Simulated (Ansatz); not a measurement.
## TiTc2 (MoSi2-type structure)

Level of theory: DFT, PBEsol, scalar-relativistic, no spin polarisation; plane waves to 600 eV with PAW datasets (Ansatz 0.2.0), 14×14×14 k-mesh, Gaussian smearing of 0.05 eV; PAW files: Ansatz's generated set soft_2.

```
Ti Tc
1.0
    -1.52570    1.52570    4.61604
     1.52570   -1.52570    4.61604
     1.52570    1.52570   -4.61604
Ti Tc
1 2
Direct
  0.00000 0.00000 0.00000
  0.33283 0.33283 0.00000
  0.66717 0.66717 0.00000
```

This is a trial structure made by placing the elements on a prototype's sites, so it needn't be the stable form.

The cell above was scaled in volume, and shape and atoms were relaxed at each volume within its symmetry. Energies are counted from the cell above.

The cell is relaxed to zero pressure at this level.

| V (Å³/atom) | ΔE (meV/atom) | P (GPa) |
| --- | --- | --- |
| 13.75 | ? | ? |
| 14.04 | 4.8 | 5.4 |
| 14.33 | 0.0 | 0.1 |
| 14.61 | 4.3 | -4.8 |
| 14.90 | 16.8 | -9.1 |

(1) Fill in the withheld row.

(2) What do the points give for the equilibrium volume, the bulk modulus and its pressure derivative (third-order Birch–Murnaghan)?

Answers:

(1) ΔE (meV/atom): 19.8, P (GPa): 11.4.

(2) V0 = 14.33 Å³/atom, B0 = 255 GPa, B0′ = 4.3.

B0·V0 = 254.5 GPa × 14.33 Å³ = 22.76 eV/atom sets the scale: near the minimum ΔE ≈ ½ B0 V0 x², with x = V/V0 − 1, and a pressure of 2.5 GPa squeezes the volume by about 1 %. At the ends of the curve: x = −4.0 % predicts 18.4 meV/atom and the run gives 19.8; x = +4.0 % predicts 18.0 meV/atom and the run gives 16.8. The lopsidedness is anharmonic: atoms resist being pushed together more than being pulled apart. The run is a metal.
